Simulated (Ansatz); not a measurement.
A plane-wave DFT run in Ansatz 0.2.0 (scalar-relativistic PAW potentials unless the input names others): input and command.

```yaml
crystal:
  lattice:
    - [-1.9586131438, 1.9586131438, 1.9586131438]
    - [1.9586131438, -1.9586131438, 1.9586131438]
    - [1.9586131438, 1.9586131438, -1.9586131438]
  atoms:
    - { symbol: Bi, position: [0.0, 0.0, 0.0] }
basis:
  ecutwfc: 420
kpoints:
  mp_grid: { grid: [16, 16, 16] }
hamiltonian:
  xc: pbesol
scf:
  occupations: { method: fermi_dirac, width: 0.3 }
  n_extra_bands: 0
  max_iter: 80
output:
  forces: true
  eigenvalues: true
  stress: true
```

```bash
ansatz run input.yaml --threads 1 --pin off --max-ram 4096MiB --backend cpu --events-out ev --progress --plain --runs-dir out
```

Q: What will the program do with this input?

A: The program refuses it, because of too few bands (scf.n_extra_bands: not typed → 0). Also changed, but not at fault: scf.occupations: {"method": "fermi_dirac", "width": 0.15} → {"method": "fermi_dirac", "width": 0.3}. With the sound run's settings it is accepted.

Abridged log:
```
Error: inconsistent input (scf.n_extra_bands, scf.occupations.method): n_bands = 8 leaves no empty band above the 8 bands per channel that the deck's 15 electrons occupy, and the occupations search for the Fermi level (a smearing at a finite width, or tetrahedra): a level found among occupied bands alone can fill a metal as an insulator; raise scf.n_extra_bands until at least 9 bands are solved (omitted, it auto-derives to 13) (see scf.n_extra_bands in the input reference)
```